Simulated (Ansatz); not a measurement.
## Structures of Ge$_{2}$Sb$_{2}$Te$_{5}$: which is lowest?

Plane-wave DFT in Ansatz with scalar-relativistic PAW potentials, cutoff 420 eV, Γ-centred meshes chosen by cell and gap, Gaussian smearing with energies taken to zero width. Every cell was relaxed (cell and atoms) in a run of its own, within the symmetry of its start. Functional: PBEsol.

Relaxed structures (starts from databases or built by putting these elements on another compound's sites):
A. P-3m1, 9 atoms in the computed cell, a = 4.202 Å, c = 17.106 Å; sites (symmetry × multiplicity) Ge 3m. × 2, Sb 3m. × 2, Te -3m. × 1 + 3m. × 2 + 3m. × 2; start: database
B. Cm, 9 atoms in the computed cell, a = 13.364 Å, b = 5.999 Å, c = 9.437 Å, β = 134.5°; sites (symmetry × multiplicity) Ge m × 2 + m × 2, Sb m × 2 + m × 2, Te m × 2 + m × 2 + m × 2 + m × 2 + m × 2; start: database

Rank them by energy. Could pressure change the order?

| structure | group | E − E(lowest) (meV/atom) | V (Å³/atom) | gap on mesh (eV) |
| --- | --- | --- | --- | --- |
| A | P-3m1 | 0.0 | 29.06 | 0.00 |
| B | Cm | 29.4 | 29.96 | 0.12 |

A is lowest, 29 meV/atom under B. The lowest is also the densest of these, so pressure wouldn't bring one of the others in at first order. Other structures may lie lower than all of these, and vibrations aren't counted.

Spin-orbit coupling is left out, which matters for the bands of heavy elements.